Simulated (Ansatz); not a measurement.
An Ansatz (an electronic-structure program) input:

Ansatz 0.2 input:
```yaml
crystal:
  lattice:
    - [8.7346955269, 0.0, 0.0]
    - [0.0, 4.0247129478, 0.0]
    - [0.0, 0.0, 11.4716348771]
  atoms:
    - { symbol: Co, position: [0.0911498193, 0.25, 0.4791707359] }
    - { symbol: Co, position: [0.9088501807, 0.75, 0.5208292641] }
    - { symbol: Co, position: [0.4088501807, 0.75, 0.9791707359] }
    - { symbol: Co, position: [0.5911498193, 0.25, 0.0208292641] }
    - { symbol: Bi, position: [0.410546215, 0.25, 0.8244647403] }
    - { symbol: Bi, position: [0.589453785, 0.75, 0.1755352597] }
    - { symbol: Bi, position: [0.089453785, 0.75, 0.3244647403] }
    - { symbol: Bi, position: [0.910546215, 0.25, 0.6755352597] }
    - { symbol: Bi, position: [0.2986237593, 0.25, 0.105167954] }
    - { symbol: Bi, position: [0.7013762407, 0.75, 0.894832046] }
    - { symbol: Bi, position: [0.2013762407, 0.75, 0.605167954] }
    - { symbol: Bi, position: [0.7986237593, 0.25, 0.394832046] }
    - { symbol: Bi, position: [0.3823035792, 0.25, 0.4067822275] }
    - { symbol: Bi, position: [0.6176964208, 0.75, 0.5932177725] }
    - { symbol: Bi, position: [0.1176964208, 0.75, 0.9067822275] }
    - { symbol: Bi, position: [0.8823035792, 0.25, 0.0932177725] }
kpoints:
  mp_grid: { grid: [4, 8, 3] }
  band_path:
    path:
      - [[0.0, 0.0, 0.0], [0.5, 0.0, 0.0], [0.5, 0.5, 0.0], [0.0, 0.5, 0.0], [0.0, 0.0, 0.0], [0.0, 0.0, 0.5], [0.5, 0.0, 0.5], [0.5, 0.5, 0.5], [0.0, 0.5, 0.5], [0.0, 0.0, 0.5]]  # Γ-X-S-Y-Γ-Z-U-R-T-Z
      - [[0.5, 0.0, 0.0], [0.5, 0.0, 0.5]]  # X-U
      - [[0.0, 0.5, 0.0], [0.0, 0.5, 0.5]]  # Y-T
      - [[0.5, 0.5, 0.0], [0.5, 0.5, 0.5]]  # S-R
    npoints: 6
basis: { xc_grid: 2 }
hamiltonian:
  xc: pbesol
  pseudopotentials: { kind: paw }
magnetization: { noncollinear: true, spin_orbit: true }
scf:
  n_extra_bands: 32
  convergence: { dr2_threshold: 0.0000000001 }
  occupations: { method: gaussian, width: 0.05 }
output: { eigenvalues: true }
```

Question: How many symmetry operations and irreducible k-points will the run report?

Answer: 8 operations, 30 of 96 k-points.

Question: With a cutoff of 420 eV, how many plane waves at Γ?

Answer: 7867.

It took roughly 90 core-minutes on shared server cores.

Space group Pnma. The first step of the workflow began from a Materials Project structure, measured or hypothetical; the Crystallography Open Database copy checked does not list it. Whether it is the stable phase at ambient conditions was not checked. The cell was relaxed with PBEsol under the symmetry of its start; whether a distortion lowers the energy is not shown. The run is not spin-polarised.

Potentials: the later of the program's two PAW sets.

Ansatz is a plane-wave DFT program.
